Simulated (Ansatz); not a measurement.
## Nb3Pb: field gradients at two levels of theory

Cell: a structure deposited in the COD, whose atoms a relaxation with PBE at fixed cell left in place.

Space group Pm-3n (No. 223); a = 5.3190 Å.

```csv
site,Wyckoff,site symmetry,x,y,z
Nb,6c,-4m.2,0.2500,0.0000,0.5000
Pb,2a,m-3.,0.0000,0.0000,0.0000
```

One atom of each set is listed.

First run. Method: Kohn–Sham DFT in Ansatz, PBE, plane waves and PAW, scalar-relativistic, 420 eV cutoff, Γ-centred 6×6×6 k-points, Fermi–Dirac smearing 0.05 eV.

```json
{"site": "Nb", "V_zz (10²¹ V/m²)": "3.62", "η": "0.00"}
```

Second run. The same atoms and settings, except that the functional is r2SCAN and the cutoff is 500 eV.

(1) What does the second run give?

Results:

(1) 

```csv
site,V_zz,η,change of V_zz
Nb,3.59,0.00,-0.03
```

The largest change of V_zz is on Nb, from 3.62 to 3.59. In per cent, |V_zz| changes by -1 on Nb (all sites that start above 2). Sites without a gradient aren't listed.

With no gap above 0.1 eV, as in a metal, the gradients converge slowly in k; expect changes of a tenth or more on a denser mesh. Without spin–orbit coupling the gradients at and beside Pb can be off by some per cent, at some sites by more.
For the first run: At this cell the principal stresses reach 5 GPa in size with PBE, which can matter for small gradients.
